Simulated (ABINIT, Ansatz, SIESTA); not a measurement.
**BiTe and the pressure, program beside program**

The cell as given:

```
Bi Te
1.0
     0.00000    3.23500    3.23500
     3.23500    0.00000    3.23500
     3.23500    3.23500    0.00000
Bi Te
1 1
Direct
  0.00000 0.00000 0.00000
  0.50000 0.50000 0.50000
```

Kept alike: task relaxation of cell and atoms; functional PBE; k mesh 7 × 7 × 7; occupations fermi-dirac, width 0.05 eV; no spin polarisation. The mesh is that of the run's cell of 2 atoms. No spin-orbit coupling.

- A: ABINIT, JTH PAW PBE v2.0, cutoff 599 eV
- B: Ansatz, Ansatz PAW, cutoff 420 eV
- C: SIESTA, files PseudoDojo sr-pbe-0.4.1-standard, DZP (energy shift 0.003 Ry; two zetas on semicore shells), atomic orbitals

```csv
pressure (GPa),A: volume (Å³/atom),B: volume (Å³/atom),C: volume (Å³/atom)
0,34.448,34.513,35.093
5,31.548,31.599,31.948
10,29.590,29.608,29.919
```

Values hold for each row's relaxed cell, which stops near the pressure aimed at. Ansatz's stress holds its Pulay term. The runs follow the start's structure, whether or not it is the stable one at these pressures. For a metal such a mesh leaves the last digits unconverged.

Problem. How large is the effect of the pressure, and do the programs agree on it?

Solution. From 0 to 10 GPa the volume moves by -4.858 in A, -4.905 in B, -5.174 in C (Å³/atom). Row by row the programs differ by 0.329 to 0.645, and over this span the shifts, as printed, agree within about 6 %.
